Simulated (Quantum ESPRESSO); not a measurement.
Kohn-Sham bands of Te2Mo (P6₃/mmc, 2Hc stacking as in molybdenite)

```yaml
crystal:
  lattice:
    - [3.56565, 0.00000, 0.00000]
    - [-1.78282, 3.08794, 0.00000]
    - [0.00000, 0.00000, 14.64778]
  atoms:
    - { symbol: Te, position: [0.33333, 0.66667, 0.62782] }
    - { symbol: Te, position: [0.66667, 0.33333, 0.37218] }
    - { symbol: Te, position: [0.66667, 0.33333, 0.12782] }
    - { symbol: Te, position: [0.33333, 0.66667, 0.87218] }
    - { symbol: Mo, position: [0.33333, 0.66667, 0.25000] }
    - { symbol: Mo, position: [0.66667, 0.33333, 0.75000] }
```

Structure: Materials Project mp-602, symmetrised, not relaxed again. COD (Crystallography Open Database) has the formula in 2 space groups, this one among them (matched by group alone). Computed values, not measurements, from PBEsol: Quantum ESPRESSO (norm-conserving PseudoDojo potentials, cutoff 66 Ry, no spin polarisation, no spin-orbit coupling) on a Γ-centred 4×4×4 mesh, then Wannier90. Density: 12×12×2 mesh, Gaussian smearing 0.01 Ry. The cell is built of weakly bound layers, chains or molecules, whose nearest atoms lie 4.27 Å apart. Database cells relaxed without dispersion often hold them too far apart, which can enlarge gaps and weakens couplings between them; spacing and stacking were not compared with the measured crystal. Spin-orbit coupling is left out although heavy elements are present.

### Question
List the Kohn-Sham levels between −8 and 3.9 eV relative to the valence-band maximum at the high-symmetry points, as a band run of pw.x on that density gives them (levels within 2 meV counted together).

### Answer
```csv
point,k (reciprocal lattice),levels (eV)
Γ,0.000 0.000 0.000,"-5.46, -4.60, -2.62, -1.80 (×2), -1.79 (×2), -1.01 (×2), -1.00 (×2), -0.81, -0.57, 0.00, 2.90 (×2), 2.97 (×2), 3.16 (×2), 3.29 (×2)"
M,0.500 0.000 0.000,"-5.52, -5.36, -4.61, -4.54, -3.63, -3.19, -2.42, -2.37, -1.71, -1.62, -0.85, -0.82, -0.53, -0.39, 1.26, 1.30, 1.51, 1.72, 2.71, 3.40, 3.65, 3.76, 3.84"
K,0.333 0.333 0.000,"-4.61, -4.48, -4.43 (×2), -3.95, -3.77, -3.04 (×2), -3.01 (×2), -1.71 (×2), -0.18, -0.04, 0.93 (×2), 1.48, 2.17, 2.34 (×2), 3.83 (×2)"
A,0.000 0.000 0.500,"-5.10 (×2), -1.82 (×2), -1.80 (×4), -1.01 (×4), -0.12 (×2), 2.93 (×4), 3.23 (×4)"
L,0.500 0.000 0.500,"-5.44 (×2), -4.59 (×2), -3.39 (×2), -2.40 (×2), -1.68 (×2), -0.83 (×2), -0.46 (×2), 1.28 (×2), 1.62 (×2), 3.07 (×2), 3.58 (×2)"
H,0.333 0.333 0.500,"-4.56 (×2), -4.42 (×2), -3.85 (×2), -3.26 (×2), -2.74 (×2), -1.78 (×2), -0.12 (×2), 0.94 (×2), 1.80 (×2), 2.38 (×2), 3.68 (×2)"
```
